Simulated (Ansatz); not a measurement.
# Gd (P63/mmc): spin–orbit coupling, moments along [001]

The calculation used Ansatz, DFT, PBE, PAW with Ansatz's default frozen-core files, fully relativistic files with spin-orbit coupling.

Command: `ansatz run input.yaml --threads 2 --pin off --max-ram 4096MiB --backend cpu --events-out ev --progress --plain --runs-dir out`

```yaml
crystal:
  lattice:
    - [3.636, 0.0, 0.0]
    - [-1.818, 3.1488683682, 0.0]
    - [0.0, 0.0, 5.7826]
  atoms:
    - { symbol: Gd, position: [0.3333333333, 0.6666666667, 0.25], spin: 7.3, spin_axis: [0.0, 0.0, 1.0] }
    - { symbol: Gd, position: [0.6666666667, 0.3333333333, 0.75], spin: 7.3, spin_axis: [0.0, 0.0, 1.0] }
magnetization:
  noncollinear: true
  spin_orbit: true
kpoints:
  mp_grid: { grid: [8, 8, 5] }
scf:
  occupations: { method: fermi_dirac, width: 0.025 }
  convergence: { dr2_threshold: 1.0e-09 }
  max_iter: 120
hamiltonian:
  xc: pbe
  pseudopotentials: { kind: paw_fr }
output:
  eigenvalues: false
  hubbard: { sites: [{ species: Gd, l: f }] }
```

The program prints:

```
settings of this run that can trade accuracy for cost: output.eigenvalues: false. Do not mix this run's numbers with those of runs without the same settings; the input reference describes each key
Gd: projections on atomic orbitals take those of the free atom [Kr 4d10] 4f7 5s2 5p6 5d1 6s2, of charge +0.00 (hamiltonian.pseudopotentials.projection_atoms); the dataset's partial waves leave at most 3.2e-4 of an orbital's norm unspanned inside its sphere
band count auto-derived: 60, from the close of a first SCF at 44 (N_el = 36.0; filled up to band 36; 44 by the electrons, moments and atoms)
Engine: ansatz 0.2.0
Pseudopotentials: kind: paw_fr
Pseudopotential: Gd, paw_fr, valence charge 18, recommended cutoff 420 eV (normal), Gd.paw.azcp#standard-fr
Functional definition: PBE
  parameter kappa = 0.804
  parameter beta = 0.06672455060314922
  exchange = pbe_x(kappa = kappa, mu = beta*pi^2/3)
  correlation = pbe_c(beta = beta)
Crystal: 2 atoms, lattice volume = 66.207 Å³
Basis set: ecut = 420 eV, 1291 PW (Γ)
Bands: 44, of which v1, the nominal top of the filled ones, is band 36 counted from 1 (35 counted from 0)
Symmetry: 12 space group operations + 12 with time reversal
Magnetic group: BNS 194.270 (UNI 1500), of the structure as read, at distance tolerance 4.0e-5 Å
k-points: 30 of 320 (time reversal used)
Projection manifold: j_resolved (fully-relativistic pseudo-atomic orbitals)
Non-local potential: Gd, projectors of the file, l = 0: 3, l = 1: 4, l = 2: 4, l = 3: 6
PAW form: soft (Blöchl's): semilocal exchange-correlation on the pseudo side does not see the compensation charge
PAW one-centre angular grid: Gd, 590 points (default); XC on 64 Gauss nodes
Initial density: superposition of atomic densities (chi_scale 0.1, normalization cell)
Starting moments: Σ|m| = 14.6 μB on 2 of 2 sites
Initial wavefunctions: pseudopotential atomic-orbital guess
Functional: x = pbe(κ = 0.804, μ = 0.2195149727645171), c = pbe(β = 0.06672455060314922)
SCF iter   1: F=—  HF=-18679.949359 eV  |F-HF|=—  |Δ(HF+E_count)|=         —  Δρ=4.91e-1  dr2=2.64e0  dr2_m=3.66e1  ethr=3.10e-3  |M|=1.59e1 ∫|m|=1.59e1 μB  |m|>n=0.0e0 m-floor=0.0e0 τ_xc=1.5e-14 mc-row=0.0e0  β_m=1.00  ⟨swp⟩=9.4  Hψ=7847  notcnv=0
preconditioner: auto → Kerker (q_TF=auto, 2.465 Å⁻¹)  [metal: Δε(μ)=0.004 eV  Ē_g=9.822 eV  σ=0.025 eV  W_gap=0.04  n_scr=22 (ndim 8)  ℏωp=25.8 eV  f_vac=0.000  D(μ)=2.31/eV (n_scr^D=22)]
spin=Noncollinear: Kerker preconditioning applied to the charge; magnetization (m_x, m_y, m_z) channels mix plain (no charge-response kernel on spin).
[...]
SCF 1, on 44 bands, converged in 20 iterations: F = -18684.698281 eV; the run's SCF on all bands comes behind
  greatest PAW one-centre occupation: 0.989 electrons in one spin orbital (limit 2), on the Gd atom at site 1 (counted from 0), in its partial waves of l = 0
The result of the SCF on 44 bands, without forces or a stress, told ahead of the SCF on all bands, whose result is the run's:
SCF converged after 20 iterations
Magnetization: |M| = 15.1133 μB,  M = (-0.0000, -0.0000, +15.1133) μB
Absolute magnetization: 15.1135 μB (∫|m|, with the PAW one-centre terms)
  site 0: m = (-0.0000, +0.0000, +7.2840) μB, |m| = 7.2840 μB  (R = 1.47 Å)
  site 1: m = (-0.0000, +0.0000, +7.2840) μB, |m| = 7.2840 μB  (R = 1.47 Å)
Free energy (F): -18684.698281 eV
Harris-Foulkes:  -18684.698281 eV  (|F-HF|=9.39e-10)
Internal energy: -18684.692457 eV  (E = F + TS)
E sigma→0 (E₀):  -18684.695369 eV
Entropy (-TS):   -0.005825 eV (-2.912 meV/atom)
Fermi energy:    12.223572 eV
[...]
Projection manifold: j_resolved (fully-relativistic pseudo-atomic orbitals)
Initial density: handed on by an earlier stage of this run
Starting moments: Σ|m| = 14.6 μB on 2 of 2 sites; this step starts from the density that it was given
[...]
eigensolver tolerance schedule: the retry pair's looser diagonalisation over-reported the residual by 27859.18 of it (diagonalisation noise at 1.38 of the residual, at the tolerance the schedule requests for it); recorded, not acted on — ethr = c·dr2/N_el stays at c = 1.0e-1
[...]
spin=Noncollinear: Kerker preconditioning applied to the charge; magnetization (m_x, m_y, m_z) channels mix plain (no charge-response kernel on spin).
SCF iter   2: F=—  HF=-18684.698281 eV  |F-HF|=—  |Δ(HF+E_count)|=   5.26e-7  Δρ=6.43e-7  dr2=2.08e-10  dr2_m=6.34e-11  ethr=2.32e-12  |M|=1.51e1 ∫|m|=1.51e1 μB  |m|>n=0.0e0 m-floor=0.0e0 τ_xc=5.0e-3 mc-row=0.0e0  β_m=0.28  ⟨swp⟩=1.9  Hψ=7061  notcnv=0
SCF iter   3: F=-18684.698281 eV  HF=-18684.698281 eV  |F-HF|=1.06e-10  |Δ(HF+E_count)|=  3.64e-11  Δρ=4.26e-7  dr2=4.65e-11  dr2_m=2.80e-11  ethr=1.00e-12  |M|=1.51e1 ∫|m|=1.51e1 μB  |m|>n=0.0e0 m-floor=0.0e0 τ_xc=5.0e-3 mc-row=0.0e0  ⟨swp⟩=1.1  Hψ=4281  notcnv=0
SCF 2 converged in 3 iterations: F = -18684.698281 eV  dr2 = 4.65e-11
SCF converged after 23 iterations (20 of them on 44 bands)
Magnetization: |M| = 15.1133 μB,  M = (+0.0000, +0.0000, +15.1133) μB
Absolute magnetization: 15.1135 μB (∫|m|, with the PAW one-centre terms)
  site 0: m = (+0.0000, -0.0000, +7.2840) μB, |m| = 7.2840 μB  (R = 1.47 Å)
  site 1: m = (-0.0000, -0.0000, +7.2840) μB, |m| = 7.2840 μB  (R = 1.47 Å)
Free energy (F): -18684.698281 eV
Harris-Foulkes:  -18684.698281 eV  (|F-HF|=1.06e-10)
Internal energy: -18684.692456 eV  (E = F + TS)
E sigma→0 (E₀):  -18684.695369 eV
Entropy (-TS):   -0.005825 eV (-2.912 meV/atom)
Fermi energy:    12.223565 eV
--- Per-component energies (eV) ---
  E_band       = -65.790344
  E_kinetic    = 805.070802
  E_local      = -4240.012351  (includes V_loc(G=0)·N_el)
  E_nonlocal   = 577.873681
  E_hartree    = 1752.012993
  E_xc         = -465.293498
  E_vxc        = -504.433342  (∫ρ·V_xc dr)
  E_paw        = -12918.214793  (= ΣΔE_a)
  E_vpaw       = -208.314781  (= ΣTr[D̂ρ^β])
  E_aug_tail   = 0.000000  (compensation charges beyond the density's cutoff)
  E_ewald      = -4196.129290
  E_smearing   = -0.005825  (= −TS)
  E_closure    = -0.000000  (closes the sum)
  Σ components = -18684.698281   (vs F -18684.698281, Δ=0.00e0)
--- Occupation matrices: 2 shells (Löwdin-built; ε = 2.00e-2, provisional) ---
  Gd0 f_4F: site group D3h (-6m2)
  Gd0 f_4F spinor Tr n = 7.0853  λ = 0.004 0.006 0.009 0.010 0.012 0.024 0.026 0.999 0.999 0.999 0.999 0.999 0.999 0.999  [7× z3 0.14 E1/2(0.43) | 7× x(x2-3y2) 0.14 E1/2(0.43)]
  Gd1 f_4F: site group D3h (-6m2)
  Gd1 f_4F spinor Tr n = 7.0853  λ = 0.004 0.006 0.009 0.010 0.012 0.024 0.026 0.999 0.999 0.999 0.999 0.999 0.999 0.999  [7× z3 0.14 E1/2(0.43) | 7× x(x2-3y2) 0.14 E1/2(0.43)]
  Tr n, λ and their labels are of the run-group-symmetrised matrices; stabiliser: 24 of 48 elements of G0×{1,Θ} (closed), max defect 7.3e-15 at τ = 4.2e-3
settings of this run that can trade accuracy for cost: output.eigenvalues: false. Do not mix this run's numbers with those of runs without the same settings; the input reference describes each key
```

Site moments (μB): Gd1 (0.00, 0.00, 7.28); Gd2 (0.00, 0.00, 7.28). Cell moment 15.11 μB.

Without U a semilocal functional puts the f levels too near the Fermi level, which can change moments and the order of magnetic states; site and cell moments are spin moments. With open f shells a run can end in a state that isn't the lowest. The magnetic state is the one that this cell and start allow. It needn't be the compound's measured order, which may need a larger cell or be absent.

It took 55 s on 2 threads of Arm Neoverse V1, on a shared host, peak memory 0.61 GiB.
